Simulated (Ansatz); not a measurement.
# Relativistic treatment of GdN

```yaml
crystal:
  lattice:
    - [0.00000, 2.49950, 2.49950]
    - [2.49950, 0.00000, 2.49950]
    - [2.49950, 2.49950, 0.00000]
  atoms:
    - { symbol: Gd, position: [0.00000, 0.00000, 0.00000] }
    - { symbol: N, position: [0.50000, 0.50000, 0.50000] }
```

Atom numbers follow the list: Gd1, N2.

The cell is COD entry 9008638, as deposited and not checked against the literature; nothing was relaxed.

Semilocal functionals without a Hubbard term describe localised f shells poorly; where the shell is localised, the real material differs.

The magnetic state is the one reached from the start moments; no search over orders was made, so it needn't be the ground state.

One fixed cell is solved with PBE by all-electron LAPW in Ansatz 0.2.0 under different relativistic treatments. Pressure is positive in compression.

Settings: a Γ-centred 11×11×11 k mesh, Fermi–Dirac smearing of 0.05 eV, basis error target 1 meV/atom, spin-polarised from start moments Gd1 7 μB.

| setting | P (GPa) | lowest level at Γ above −25 eV, from the valence-band top or, without a gap, the Fermi level (eV) |
| --- | --- | --- |
| scalar-relativistic | ? | -20.81 |
| non-relativistic | 7.54 | ? |
| with spin–orbit coupling | -1.52 | -23.40 |

**Question.** Give the missing entry: row "scalar-relativistic", column "P (GPa)".

**Answer.** -1.30.

**Question.** What belongs in the row "non-relativistic", column "lowest level at Γ above −25 eV, from the valence-band top or, without a gap, the Fermi level (eV)"?

**Answer.** -18.23.
